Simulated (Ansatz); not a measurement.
Consider the following.

GaN (wurtzite)

```
CELL_PARAMETERS angstrom
      3.21838     0.00000     0.00000
     -1.60919     2.78720     0.00000
      0.00000     0.00000    10.48640
ATOMIC_POSITIONS crystal
  Ga 0.66667 0.33333 0.00048
  Ga 0.66667 0.33333 0.50048
  Ga 0.33333 0.66667 0.25048
  Ga 0.33333 0.66667 0.75048
  N  0.66667 0.33333 0.31212
  N  0.66667 0.33333 0.81212
  N  0.33333 0.66667 0.06212
  N  0.33333 0.66667 0.56212
```

A phonon eigenvector at A = (0.0, 0.0, 0.5) is frozen into this cell: atom i moves by Q times the vector below, so Q is the largest atomic displacement, in Å. The cell is held. It is one choice among 4 degenerate patterns. (q is in reciprocal vectors of the primitive cell; the cell shown is doubled to hold the pattern.)

```tsv
atom	x	y	z
Ga1	0.000	0.083	0.000
Ga2	0.000	-0.083	0.000
Ga3	0.000	1.000	0.000
Ga4	0.000	-1.000	0.000
N5	0.000	0.883	0.000
N6	0.000	-0.883	0.000
N7	0.000	0.153	0.000
N8	0.000	-0.153	0.000
```

These are PBE (plane waves to 420 eV, PAW, scalar-relativistic; Ansatz, an electronic-structure program) values and carry that method's errors. k mesh 12×12×3 (Γ-centred), Fermi-Dirac smearing 0.05 eV. The energy includes the smearing's −TS. GaN was relaxed with its symmetry unable to fall. ΔE is measured from the undisplaced structure.

The scan covers Q from -0.280 to 0.280 Å in 13 points.

Which space group does the distorted structure have?

Cm (No. 8), lowered from P6_3mc.

What is the energy change at Q = 0.280 Å?

252.9 meV/cell.

What harmonic wavenumber does the curvature at Q = 0 give?

104 cm⁻¹.

(A displaced cell: forces are minus the slopes of the energy, force constants its curvatures, and phonons follow from these.)
